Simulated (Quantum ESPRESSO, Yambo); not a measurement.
# Levels of theory for the gap of N

N (space group Pa-3, No. 205): one geometry, one set of PBEsol (pw.x of Quantum ESPRESSO, ONCV potentials, scalar-relativistic) orbitals, self-energies from Yambo (2×2×2 Γ-centred k mesh, 304 bands and a 8 Ry block in the screening, 304 bands in G with the Bruneval-Gonze terminator, plasmon pole fitted at 27.2 eV).

The geometry is that of Materials Project entry mp-25, symmetrised and not relaxed again.

```csv
level,gap X → Γ (eV),direct gap at Γ (eV),rough Yambo cost
PBEsol (Quantum ESPRESSO),7.21,7.24,–
exchange only (Hartree-Fock self-energy on PBEsol orbitals),19.41,19.45,about 1/30 (8 states)
static COHSEX@PBEsol,15.20,15.22,within a factor of two (3 states)
"G0W0@PBEsol, plasmon pole",13.51,13.54,1 (8 states)
```

Bare exchange has no screening and gives the widest gap; static COHSEX screens it but leaves out the frequency dependence, which G0W0 restores.

Costs are rough ratios of core time on shared machines.

Nearest settings tried, and what they do to the gap: 105 bands in W, 105 bands in G: +74 meV; 133 bands in W: +32 meV; 7 Ry block (389 vectors against 485): -15 meV. Not varied: mesh. So the settings aren't converged at that level. The k mesh is coarse.
